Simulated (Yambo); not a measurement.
Yambo run on HgZnS₂ (space group R3m, No. 160). The wavefunctions are LDA (Quantum ESPRESSO, PseudoDojo norm-conserving, 84 Ry, without SOC) ones on a 4×4×4 mesh (26 occupied bands); a = 6.8557 Å, b = 6.8557 Å, c = 6.8557 Å, α = 33.09°, β = 33.09°, γ = 33.09°.

Yambo input:

```
rim_cut
gw0
dyson
el_el_corr
HF_and_locXC
cohsex
em1s
RandQpts= 1000000
RandGvec= 1 Ry
EXXRLvcs= 84 Ry
VXCRLvcs= 336 Ry
Chimod= "HARTREE"
% BndsRnXs
 9 | 182 |
%
NGsBlkXs= 8 Ry
% LongDrXs
 1.0 | 1.0 | 1.0 |
%
ExtendOut
% QPkrange
 1 | 1 | 26 | 27 |
%
```

k points by index: 1 = Γ.

Resulting energies as the program prints them:

```
#    K-point    Band    Eo [eV]    E [eV]    E-Eo [eV]    Vxc [eV]    Vnlxc [eV]    Sc|Eo [eV]    Re(Z)    Im(Z)
#
    1    26    0.000000    -2.593028    -2.593028    -15.92269    -18.69068    0.174960    1.000000    0.000000
    1    27    0.324892    -0.905644    -1.230536    -12.27885    -8.376973    -5.132408    1.000000    0.000000
```
(The two width columns are left out.) Convergence of these settings isn't established.

Geometry relaxed with LDA.

The structure is a Materials Project entry; no match was found in the copy of COD used, and its stability was not checked.
